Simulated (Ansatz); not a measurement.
Input and command of a plane-wave DFT calculation in Ansatz:

```yaml
crystal:
  lattice:
    - [3.6653969584, 0.0, 0.0]
    - [-1.8326984792, 3.1743268809, 0.0]
    - [0.0, 0.0, 5.462877485]
  atoms:
    - { symbol: Re, position: [0.0, 0.0, 0.0] }
    - { symbol: Re, position: [0.0, 0.0, 0.5] }
    - { symbol: S, position: [0.3333333333, 0.6666666667, 0.25] }
    - { symbol: S, position: [0.6666666667, 0.3333333333, 0.75] }
basis:
  ecutwfc: 420
kpoints:
  mp_grid: { grid: [12, 12, 8] }
hamiltonian:
  xc: pbe
scf:
  occupations: { method: gaussian, width: 0.1 }
output:
  forces: true
  stress: true
  eigenvalues: true
```

```bash
ansatz run input.yaml --threads 1 --pin off --max-ram 2560MiB --backend cpu --events-out ev --progress --plain --runs-dir out
```

Processor: Intel(R) Xeon(R) Platinum 8488C (Sapphire Rapids), 1 thread, on a host shared with other jobs.

Estimate time, memory and problem size.

About 5.2 s on 1 thread of Intel(R) Xeon(R) Platinum 8488C (Sapphire Rapids), with other jobs on the host, peak memory 0.43 GiB. It solves 26 bands at 95 k points (the mesh reduced by the symmetry that the task leaves, which can be less than the crystal's) with about 1207 plane waves, in 6 SCF iterations.
